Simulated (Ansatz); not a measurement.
Relaxation of a generated trial cell of Zr3Si in the AFLOW prototype AB3_hP8_194_c_bf (D0_18, as in Na3As); 8 atoms in the cell, which starts as P6₃/mmc (No. 194), hP8; a = b = 5.211 Å, c = 9.199 Å, α = β = 90.00°, γ = 120.00°. These are r2SCAN (plane waves to 500 eV, PAW, scalar-relativistic; Ansatz, an electronic-structure program) values and carry that method's errors. Γ-centred k-mesh 5×5×3 on the run's cell (coarser than for final values), Fermi–Dirac smearing 0.05 eV. This is the first round of the run. 

The optimiser's lines from the output (shortened; P is positive under compression):

```
relax step   1: F+E_penalty+E_count = -26447.18864427 eV  Δ(F+E_penalty+E_count) = +0.000e0 eV  max|allowed force component| = 1.712e-1 eV/Å  Δτ_max = 0.0000 Å  P = -18.223 GPa  Ω = 216.341 Å³  (8 SCF iters, dr2 threshold 1.00e-7 eV, accepted)
relax step   2: F+E_penalty+E_count = -26450.06210206 eV  Δ(F+E_penalty+E_count) = -2.873e0 eV  max|allowed force component| = 1.654e-1 eV/Å  Δτ_max = 0.0029 Å  P = -10.972 GPa  Ω = 186.080 Å³  (8 SCF iters, dr2 threshold 8.00e-7 eV, accepted)
relax step   3: F+E_penalty+E_count = -26450.86413392 eV  Δ(F+E_penalty+E_count) = -8.020e-1 eV  max|allowed force component| = 3.594e-2 eV/Å  Δτ_max = 0.0425 Å  P = +3.490 GPa  Ω = 159.543 Å³  (8 SCF iters, dr2 threshold 8.00e-7 eV, accepted)
relax step   4: F+E_penalty+E_count = -26450.91071035 eV  Δ(F+E_penalty+E_count) = -4.658e-2 eV  max|allowed force component| = 3.200e-2 eV/Å  Δτ_max = 0.0084 Å  P = -0.630 GPa  Ω = 165.214 Å³  (7 SCF iters, dr2 threshold 8.00e-7 eV, accepted)
relax step   5: F+E_penalty+E_count = -26450.91304527 eV  Δ(F+E_penalty+E_count) = -2.335e-3 eV  max|allowed force component| = 1.303e-2 eV/Å  Δτ_max = 0.0040 Å  P = +0.000 GPa  Ω = 164.259 Å³  (5 SCF iters, dr2 threshold 8.00e-7 eV, accepted)
relax step   6: F+E_penalty+E_count = -26450.91309003 eV  Δ(F+E_penalty+E_count) = -4.476e-5 eV  max|allowed force component| = 2.826e-4 eV/Å  Δτ_max = 0.0010 Å  P = -0.001 GPa  Ω = 164.270 Å³  (6 SCF iters, dr2 threshold 1.06e-8 eV, accepted)
relax step   7: F+E_penalty+E_count = -26450.89946812 eV  Δ(F+E_penalty+E_count) = +1.362e-2 eV  max|allowed force component| = 1.661e-4 eV/Å  Δτ_max = 0.0000 Å  P = -0.017 GPa  Ω = 164.270 Å³  stress off target by 3.58e-2 GPa  SCF on the basis re-selected at this cell (its energy is not comparable with the rows above)  (7 SCF iters)
relax step   8: F+E_penalty+E_count = -26450.89948201 eV  Δ(F+E_penalty+E_count) = -1.390e-5 eV  max|allowed force component| = 1.623e-4 eV/Å  Δτ_max = 0.0000 Å  P = -0.000 GPa  Ω = 164.246 Å³  (4 SCF iters, dr2 threshold 3.21e-9 eV, accepted)
relax step   9: F+E_penalty+E_count = -26450.89946200 eV  Δ(F+E_penalty+E_count) = +2.001e-5 eV  max|allowed force component| = 1.505e-4 eV/Å  Δτ_max = 0.0000 Å  P = -0.000 GPa  Ω = 164.246 Å³  stress off target by 8.68e-4 GPa  SCF on the basis re-selected at this cell (its energy is not comparable with the rows above)  (4 SCF iters)
```

From the first to the last row the energy changes by -0.46 eV/atom and the volume by -24.1 %. The last row is marked as not comparable with the walk above it, whose basis was carried along; it does compare with step 1, since both stand on a basis selected at the nominal cutoff for their own cell.

Later rounds, restarted from the end of this one on a renewed k-mesh, logged 10 more steps and released under 0.01 eV/atom more. The final structure after all rounds: P6₃/mmc (No. 194), hP8, AFLOW prototype AB3_hP8_194_c_bf (D0_18, as in Na3As); a = 4.745 Å, b = 4.745 Å, c = 8.423 Å, α = 90.00°, β = 90.00°, γ = 120.00°. Between re-selections the logged energies stand on a plane-wave basis carried along with the cell. No spin polarisation in the result.

The run could not lose the symmetry of its start.

The first start was generated by placing the elements on the sites of a structure type. Materials Project lists a structure of Zr3Si in the same space group, P6₃/mmc (No. 194); the sites were not compared with it, nor with measured phases.
